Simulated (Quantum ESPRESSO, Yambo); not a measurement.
KSO2F (space group P2_1/m, No. 11). The geometry is that of Materials Project entry mp-6560, symmetrised and not relaxed again. Chain: LDA (pw.x of Quantum ESPRESSO, ONCV potentials, scalar-relativistic); G0W0 in Yambo (2×2×2 Γ-centred k mesh, 269 bands and a 7 Ry block in the screening, 269 bands in G with the Bruneval-Gonze terminator, plasmon pole fitted at 27.2 eV); BSE (4×4×4 mesh, 14 valence and 10 conduction bands, static screening with 103 bands and a 3 Ry block, scissor 3.55 eV, Tamm-Dancoff).

The LDA gap (dense path) comes out as 3.91 eV and the LDA gap (-0.5, 0, -0.5) → (-0.5, 0, 0) on the GW mesh is 3.92 eV. The LDA smallest direct gap on the GW mesh, at (-0.5, 0, -0.5) comes out as 3.93 eV and the G0W0 direct gap at that point comes out as 7.48 eV. The G0W0 correction to the gap (-0.5, 0, -0.5) → (-0.5, 0, 0) comes out as 3.55 eV and the direct gap on the BSE mesh, with the scissor is 7.48 eV. The first BSE state allowed for light along x is 4.82 eV. The lowest BSE state is 4.80 eV, the binding of the lowest exciton comes out as 2.68 eV and the RPA electronic dielectric constant along x is 2.28 (4×4×2 mesh, LDA bands).

Rough cost of the Yambo steps against G0W0 for 14 states: BSE about 3×, one RPA spectrum about 1/4.

Nearest settings tried, and what they do to the gap: 175 bands in G: +11 meV; 128 bands in W: +72 meV; 3 Ry block (111 vectors against 385): +80 meV. Not varied: mesh. So the settings aren't converged at that level. The k mesh is coarse. The BSE states are vertical excitations (zero momentum). Convergence of the RPA response with its 4×4×2 mesh was not tested. On a 2×2×2 mesh the exciton binding is 2.86 eV. Axes are Cartesian, with cell vectors (Å) (4.71, 0.00, 0.00), (0.00, 5.82, 0.00), (-2.25, 0.00, 6.79).
